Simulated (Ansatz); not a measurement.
## Calculated ¹¹B nuclear quadrupole resonance for BN

Cell: a computed structure from the Materials Project (it need not be an observed phase), ions relaxed with PBE at fixed cell.

```
B N
1.0
     2.50164    0.00000    0.00000
    -1.25082    2.16648    0.00000
     0.00000    0.00000    7.36932
B N
2 2
Direct
  0.66667 0.33333 0.75000
  0.33333 0.66667 0.25000
  0.00000 0.00000 0.75000
  0.00000 0.00000 0.25000
```

Atom numbers follow the list; atoms alike are taken as one site, whose name carries the number of the first.

Method: Kohn–Sham DFT in Ansatz, r2SCAN, plane waves and PAW, scalar-relativistic, 500 eV cutoff, Γ-centred 14×14×4 k-points, Fermi–Dirac smearing 0.02 eV.

¹¹B: I = 3/2, Q = 40.59 mb (year-2017 value). Static lattice, zero field.

(1) At which frequencies do the ¹¹B NQR lines lie?

(2) And for ¹⁰B (I = 3, Q = 84.59 mb) on B?

## Answers

(1) For I = 3/2 there is one line, ν = (|C_Q|/2)(1 + η²/3)^½.

| site | atoms | V_zz (10²¹ V/m²) | C_Q (MHz) | η | line frequencies (MHz) |
| --- | --- | --- | --- | --- | --- |
| B | 1, 2 | 2.92 | 2.87 | 0.00 | 1.43 |

(2) C_Q scales with Q to 5.98 MHz, with lines at 0.299, 0.897, 1.49 MHz.

An axis of threefold or higher order runs through B, so V_zz lies along it and η is zero.
